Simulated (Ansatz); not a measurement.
This ZnCd3O4 structure is the end of a relaxation. The cell was found from a structure generator's guess, not taken from experiment.

Computed with DFT PBE, scalar-relativistic, plane waves, PAW in Ansatz. Cutoff 420 eV, Γ-centred mesh, Gaussian smearing, no spin polarisation.

```
Zn Cd O
1.0
     4.99873    0.00000    0.00000
     0.00000    4.99873    0.00000
     0.00000    0.00000    4.99873
Zn Cd O
1 3 4
Direct
  0.00000 0.00000 0.00000
  0.00000 0.50000 0.50000
  0.50000 0.00000 0.50000
  0.50000 0.50000 0.00000
  0.76782 0.76782 0.23218
  0.76782 0.23218 0.76782
  0.23218 0.76782 0.76782
  0.23218 0.23218 0.23218
```

Formation energies are uncorrected and refer to the elements' standard structures at the same level (O₂ as a molecule).

(1) What space group does it have?

(2) What is its formation energy per atom?

(3) Is it a metal?

Results:

(1) P-43m (No. 215), with Zn and Cd ordered on zinc blende sites. Conventional cell: a = 4.999 Å. Around Zn lie 4 O at 2.01 Å; around Cd lie 4 O at 2.22 Å; O has 1 Zn at 2.01 Å and 3 Cd at 2.22 Å.

(2) −1.09 eV/atom. Whether it is stable depends on the other phases of the system, which aren't compared here.

(3) There is no gap on the 8×8×8 mesh, but valence and conduction bands meet within 0.015 eV, so at this level it has a zero gap rather than a metal's Fermi surface.

The last run used an 8×8×8 mesh for its 8-atom cell and Gaussian smearing of 0.10 eV. The zero gap may come from the functional, which often closes small gaps. A later test with randomly moved atoms came back to the same energy, though modes that don't fit the test's cell weren't probed.
